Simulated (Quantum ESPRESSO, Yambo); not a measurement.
# Levels of theory for the gap of Y₂CI₂

Y2CI2 (space group P-3m1, No. 164): one geometry, one set of PBEsol (pw.x of Quantum ESPRESSO, ONCV potentials, without SOC) orbitals, self-energies from Yambo (3×3×1 Γ-centred k mesh, bands 3 to 260 and a 8 Ry block in the screening, 260 bands in G with the Bruneval-Gonze terminator, plasmon pole fitted at 27.2 eV).

Cell and atoms were relaxed with PBE+D3(BJ) from Materials Project entry mp-1206803, within its symmetry.

```csv
level,"gap Γ → (0, 0.333, 0) (eV)","direct gap at (0, 0.333, 0) (eV)",rough Yambo cost
PBEsol (Quantum ESPRESSO),0.73,1.22,–
exchange only (Hartree-Fock self-energy on PBEsol orbitals),7.52,7.91,about 1/10 (6 states)
static COHSEX@PBEsol,2.31,2.63,within a factor of two (3 states)
"G0W0@PBEsol, plasmon pole",1.60,1.87,1 (6 states)
"G0W0@PBEsol, multipole fit to 8 frequencies, no terminator",1.61,1.85,within a factor of two (3 states)
"G0W0@PBEsol, plasmon pole, no terminator",1.57,1.85,"about 1/4 (3 states, screening reused)"
```

Bare exchange has no screening and gives the widest gap; static COHSEX screens it but leaves out the frequency dependence, which G0W0 restores. The mesh misses a band edge: along a dense path the PBEsol gap is 0.32 eV against 0.73 eV on the mesh.

Costs are rough ratios of core time on shared machines.

Nearest settings tried, and what they do to the gap: 163 bands in W, 163 bands in G: -7 meV; 7 Ry block (263 vectors against 371): -45 meV. Not varied: mesh. So the settings aren't converged at that level. The k mesh is coarse.

Spin-orbit coupling is left out, which matters for elements this heavy: edges can move by tenths of an eV.

The structure is a Materials Project entry; no match was found in the copy of COD used, and its stability was not checked.
